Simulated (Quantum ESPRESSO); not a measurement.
# Electric field gradients in Li₈S₃O (changed cell)

```yaml
crystal:
  lattice:
    - [5.45666, 0.00000, 0.00000]
    - [0.00000, 5.45666, 0.00000]
    - [0.00000, 0.00000, 5.45666]
  atoms:
    - { symbol: Li, position: [0.23411, 0.23411, 0.76589] }
    - { symbol: Li, position: [0.23411, 0.76589, 0.76589] }
    - { symbol: O, position: [0.00000, 0.00000, 0.00000] }
    - { symbol: Li, position: [0.23411, 0.76589, 0.23411] }
    - { symbol: Li, position: [0.23411, 0.23411, 0.23411] }
    - { symbol: S, position: [0.00000, 0.50000, 0.50000] }
    - { symbol: Li, position: [0.76589, 0.23411, 0.23411] }
    - { symbol: Li, position: [0.76589, 0.76589, 0.23411] }
    - { symbol: S, position: [0.50000, 0.00000, 0.50000] }
    - { symbol: Li, position: [0.76589, 0.76589, 0.76589] }
    - { symbol: Li, position: [0.76589, 0.23411, 0.76589] }
    - { symbol: S, position: [0.50000, 0.50000, 0.00000] }
```
The cell was made here from a computed Materials Project entry: one of 4 S replaced by O, cell and atoms relaxed (PBE without dispersion, pw.x of a modified build of Quantum ESPRESSO, symmetry kept). The parent is Li2S in Fm-3m; whether this form has been observed was not checked. The swapped cell is a model, not a known phase. Stability against distortions was not tested.

Principal values are ordered |Vxx| ≤ |Vyy| ≤ |Vzz|, η = (Vxx − Vyy)/Vzz, and C_Q = eQVzz/h is given by its size. Cores are frozen. Against all-electron runs on small test molecules, this scheme's |Vzz| missed by −3 % on S. Static lattice: thermal averaging is not included.

Quadrupole moments taken as inputs (sizes, barn, from the tables of PySCF and pymatgen): ⁷Li 0.0401, ¹⁷O 0.0256, ³³S 0.0678.

Question: What do the calculations give at each independent site (field gradients by a PBE PAW density (pw.x of Quantum ESPRESSO, JTH datasets) with the all-electron reconstruction of Petrilli and co-workers, 22.5 Ha, k-mesh 4×4×4 through Γ)?

Answer: 
| site | site symmetry | Vzz (10²¹ V/m²) | η_Q | ∣C_Q∣ (MHz) |
|---|---|---|---|---|
| Li (atoms 1, 2, 4, 5, 7, 8, …) | 3m | under 0.2 | – | under 0.19 (⁷Li) |
| O (atom 3) | m-3m | 0 | – | 0 (¹⁷O) |
| S (atoms 6, 9, 12) | 4/mmm | -3.08 | 0.00 | 5.05 (³³S) |
